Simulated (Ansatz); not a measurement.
**Hg: from a starting cell to a relaxed one**

The relaxed structure here is a generated cell of Hg: the first start was made by a random draw of sites in a space group, and the end was not matched to a known phase here, so it may be hypothetical.

The start is a randomly generated symmetric cell of Hg (space group No. 139). The cell and all atomic positions are relaxed at zero pressure with r2SCAN (plane waves to 500 eV, PAW, scalar-relativistic; Ansatz, a first-principles code). The first steps use a coarse 20×20×20 k-mesh.

Input geometry:
```
Hg
1.0
   -1.09764     1.09764     5.30165
    1.09764    -1.09764     5.30165
    1.09764     1.09764    -5.30165
Hg
1
Direct
  0.00000   0.00000   0.00000
```

Problem. How large is the pressure on the unrelaxed cell, and of which sign?

Solution. +117 GPa (positive: the cell is compressed).

Problem. How much energy is released per atom?

Solution. 5.08 eV/atom.

Problem. How does the volume change?

Solution. +3.3 %, from 25.55 to 26.40 Å³/atom.

Problem. How do the shortest distances between atoms change?

Solution. The closest pairs of elements (up to four, under 3.6 Å), start → end: Hg–Hg 2.20 → 3.10 Å.

Problem. What band gap does the relaxed structure have at this level?

Solution. No gap (metallic).

Problem. What does it relax into? Give the structure.

Solution. 
Space group I4/mmm (No. 139); a = b = 3.098 Å, c = 5.500 Å, α = β = γ = 90.00°

```tsv
atom	site	symmetry	x	y	z
Hg	2a	4/mmm	0.0000	0.0000	0.0000
```
(The calculation used a cell of 1 atom; values per cell refer to that cell.)

The space group stays I4/mmm (No. 139) (the run could not lower it), with 1 atom in the primitive cell. Final values are on a 21×21×21 k-mesh of the relaxed cell. No spin polarisation in the result.

The run could not lose the symmetry of its start: the end is stationary, and may be a saddle point rather than a minimum.
